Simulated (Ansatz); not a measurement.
The start is a relaxed BP cell, doubled along one cell vector, shaken by Gaussian noise of σ = 0.08 Å a coordinate. The cell and all atomic positions are relaxed at zero pressure with PBE (plane waves to 420 eV, PAW, scalar-relativistic; Ansatz, a quantum-chemistry and plane-wave program). The first steps use a coarse 9×9×5 k-mesh.

Input geometry:
```yaml
crystal:
  lattice:
    - [0.00000, 2.27424, 2.27424]
    - [2.27424, 0.00000, 2.27424]
    - [4.54847, 4.54847, 0.00000]
  atoms:
    - { symbol: P, position: [0.73455, 0.74882, 0.37029] }
    - { symbol: P, position: [0.78425, 0.76101, 0.88044] }
    - { symbol: B, position: [0.97523, 0.05759, 0.99770] }
    - { symbol: B, position: [0.00177, 0.98079, 0.50925] }
```

Does it find its way back to the structure it was made from?

The parent structure is recovered, F-43m (No. 216).

How do the shortest distances between atoms change?

The closest pairs of elements (up to four, under 3.6 Å), start → end: B–P 1.85 → 1.97 Å; P–P 3.06 → 3.22 Å; B–B 3.06 → 3.22 Å.

Is the relaxed structure metallic? Give its gap.

1.25 eV, indirect (valence top at Γ, conduction bottom at 83 % of the way from Γ to X) (no spin-orbit coupling).

Final structure:

```cif
data_B4P4
_chemical_formula_sum 'P4 B4'
_space_group_name_H-M_alt 'F-43m'
_space_group_IT_number 216
_space_group_name_Hall 'F -4 2 3'
_cell_length_a 4.54840
_cell_length_b 4.54840
_cell_length_c 4.54840
_cell_angle_alpha 90.000
_cell_angle_beta 90.000
_cell_angle_gamma 90.000
loop_
_atom_site_label
_atom_site_type_symbol
_atom_site_symmetry_multiplicity
_atom_site_Wyckoff_symbol
_atom_site_fract_x
_atom_site_fract_y
_atom_site_fract_z
_atom_site_occupancy
P1 P 4 d 0.75000 0.75000 0.75000 1
B1 B 4 b 0.50000 0.50000 0.50000 1
```
(The calculation used a cell of 2 atoms; values per cell refer to that cell.)

Final values are on a 12×12×12 k-mesh of the relaxed cell. No spin polarisation in the result.
